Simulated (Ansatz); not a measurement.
# TbYAl4: stable or not

The cell was found from a structure generator's guess, not taken from experiment.

The calculation used Ansatz 0.2.0, DFT PBE, scalar-relativistic, plane waves, PAW, and for the lanthanide a 4f-in-core norm-conserving potential. The final run on the 6-atom cell used 690 eV, a Γ-centred 8×8×8 mesh, 0.10 eV smearing and no spin polarisation.

```cif
data_structure
_symmetry_space_group_name_H-M 'P 1'
_symmetry_Int_Tables_number 1
_cell_length_a 5.5722
_cell_length_b 5.5722
_cell_length_c 5.5722
_cell_angle_alpha 60.000
_cell_angle_beta 60.000
_cell_angle_gamma 60.000
_cell_volume 122.34
loop_
_atom_site_label
_atom_site_type_symbol
_atom_site_fract_x
_atom_site_fract_y
_atom_site_fract_z
_atom_site_occupancy
Tb1 Tb 0.50000 0.50000 0.50000 1
Y1 Y 0.75000 0.75000 0.75000 1
Al1 Al 0.62487 0.12504 0.12504 1
Al2 Al 0.12504 0.62487 0.12504 1
Al3 Al 0.12504 0.12504 0.62487 1
Al4 Al 0.12504 0.12504 0.12504 1
```

Formation energies are uncorrected and refer to the elements' standard structures at the same level.

Task: These tests were run: energy against the elements; phonons at Γ; elastic tensor. What do they show?

Result:

```tsv
test	result
energy against the elements	−0.52 eV/atom
phonons at Γ	lowest optical mode 131 cm⁻¹
elastic tensor	least eigenvalue 57 GPa
```

It fails none of these tests. Whether a mixture of other phases lies lower isn't tested here. Phonons away from Γ weren't computed.

The run for the phonons used an 8×8×8 k mesh and Fermi–Dirac smearing of 0.15 eV. The run for the elastic tensor used an 8×8×8 k mesh and Fermi–Dirac smearing of 0.15 eV.

The lanthanide is trivalent by construction, without f bands, f moments or other valences. The reference runs of the other elements, and any phases without the lanthanide, used 420 eV, which shifts energies against them by under 10 meV/atom. The lanthanide's reference is the lowest of its hcp, dhcp and fcc cells.
